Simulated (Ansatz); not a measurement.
Data:

CrAgSe₂:
```xyz
4
Lattice="1.8645 1.0765 7.0365 -1.8645 1.0765 7.0365 0.0000 -2.1529 7.0365" Properties=species:S:1:pos:R:3 pbc="T T T"
Cr     0.0000     0.0000     0.0014
Ag     0.0000     0.0000    17.9222
Se     0.0000     0.0000    15.3917
Se     0.0000     0.0000     5.6151
```
The run is spin-polarised; directions of the spins, atom by atom: ↑ 0 0 0.

This is the r²SCAN-relaxed structure. Cartesian axes are those of the cell as given.

**Question.** All from r²SCAN in the plane-wave PAW code Ansatz, unless another level is named. Estimate the smallest direct gap on the standard path.

**Answer.** 1.13 eV.

**Question.** And the band gap?

**Answer.** 0.57 eV (indirect).

**Question.** Next, the formation energy from the elements (no fitted shifts)?

**Answer.** -0.58 eV/atom.

**Question.** Give the electron effective mass.

**Answer.** 0.24, 0.37, 0.56 mₑ (principal values).

**Question.** What about the valence-band maximum?

**Answer.** at Γ.

**Question.** Next, the conduction-band minimum?

**Answer.** off the standard path, at k = (0.211, 0.211, 0.497) in fractions of the reciprocal vectors.

Space group R3m. The workflow started from a Materials Project entry (that database holds measured and hypothetical structures alike); the Crystallography Open Database files this formula in space group No. 160, but the cells were not matched. Its standing as an ambient phase is unchecked. Symmetry was held in the r²SCAN relaxation; whether a distortion lowers the energy is not shown. Magnetic state: ferromagnetic, the only order run, not a proven ground state. Other orbital occupations within this spin state were not tried. No Hubbard U is applied. Point labels and valley counts follow the cell and symmetry of the run, lower than the named group. The references are the lowest solids computed at this level, not always the standard phases. Scalar-relativistic: spin–orbit coupling is off unless named, which matters more the heavier the elements.

Potentials: the later of the program's two PAW sets.
